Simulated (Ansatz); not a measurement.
This cell of Eu (bcc, W type) is off equilibrium:

```xyz
1
Lattice="-2.1665 2.1665 2.1665 2.1665 -2.1665 2.1665 2.1665 2.1665 -2.1665" Properties=species:S:1:pos:R:3 pbc="T T T"
Eu     0.0000     0.0000     0.0000
```

Calculation: r2SCAN (plane waves to 500 eV, PAW, scalar-relativistic; Ansatz, an electronic-structure program). k mesh 15×15×15 (Γ-centred), Fermi-Dirac smearing 0.05 eV. The energy includes the smearing's −TS. Stress and pressure are positive under compression. Eu was relaxed with its symmetry unable to fall. Relaxed Eu ends ferromagnetic. The relaxed volume of Eu is well below the measured one. The magnetic order is the one the run started from; other orders were not tried. The f-shell state is unchecked: a lower one may exist.

Problem. Give the stress tensor in GPa and the pressure.

Solution. 
```
    1.3      0.0      0.0
    0.0      1.3      0.0
    0.0      0.0      1.3
```
The pressure, a third of the trace, is 1.3 GPa.

Problem. It is the relaxed cell scaled evenly to V/V₀ = 0.925, atoms relaxed where free. What is its energy relative to the relaxed cell?

Solution. 12 meV/atom.

(A scan under strain: stresses follow from slopes of the energy per volume, elastic moduli from its curvatures.)
